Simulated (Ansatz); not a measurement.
Tl (hcp, Mg type)

```yaml
crystal:
  lattice:
    - [3.51996, 0.00000, 0.00000]
    - [-1.75998, 3.04838, 0.00000]
    - [0.00000, 0.00000, 5.60163]
  atoms:
    - { symbol: Tl, position: [0.33333, 0.66667, 0.75000] }
    - { symbol: Tl, position: [0.66667, 0.33333, 0.25000] }
```

The slice is a (0001) plane (indices of the conventional cell) through the point (0.667, 0.333, 0.250) (fractional), spanned by u = [110] and v = [1 -1 0] in vectors of this cell: u (3.52 Å) and v (6.10 Å, at 90° to u). It covers one period; positions are fractions (u, v).

Method: r2SCAN (plane waves to 500 eV, PAW, scalar-relativistic; Ansatz, a quantum-chemistry and plane-wave program). k mesh 15×15×9. Inside the PAW spheres the values are not all-electron values, and peaks at nuclei hang on which shells count as valence. Spin-orbit coupling is left out, though Tl is heavy. Tl was relaxed with its symmetry unable to fall.

Question: What is the ELF at the midpoint of the shortest Tl–Tl line in this plane (3.52 Å)?

Answer: 0.14.

Question: What is the valence density on the shortest Tl–Tl line in this plane (3.52 Å), at its midpoint?

Answer: 0.10 e/Å³.

Question: Predict the map of the valence electron density on the slice.

Answer: 
```
|@@%#+-:. .:-+#%@|
|%%#*=-.   .-=*#%|
|##*+-:.   .:-+*#|
|++=-:.     .:-=+|
|=--:..     ..:--|
|:::..       ..::|
|...   .....   ..|
|    ..:::::..   |
|   ..:--=--:..  |
|   .:-=+++=-:.  |
|  .:-+*###*+-:. |
| ..-=*#%%%#*=-..|
| .:-+#%@@@%#+-:.|
| .:-+#%@@@%#+-:.|
| .:-+#%@@@%#+-:.|
|  .-=*#%%%#*=-. |
|  .:-+*###*+-:. |
|   .:-=+++=-:.  |
|   ..:--=--:..  |
|    ..:::::..   |
|...   .....   ..|
|:::..       ..::|
|=--:..     ..:--|
|++=-:.     .:-=+|
|##*+-:.   .:-+*#|
|%%#*=-.. ..-=*#%|
|@@%#+-:. .:-+#%@|
|@@%#+-:. .:-+#%@|
```
Scale: ten equal steps from -1.18 (start of ' ') to 0.96 (end of '@'), in the order ' .:-=+*#%@'. Values: log₁₀ of the valence density in e/Å³. The map has 16 points along u (one character each, u = 0 at the left) and 28 along v (v = 0 in the bottom row). The scale is logarithmic, as a density can span decades between atoms and voids.
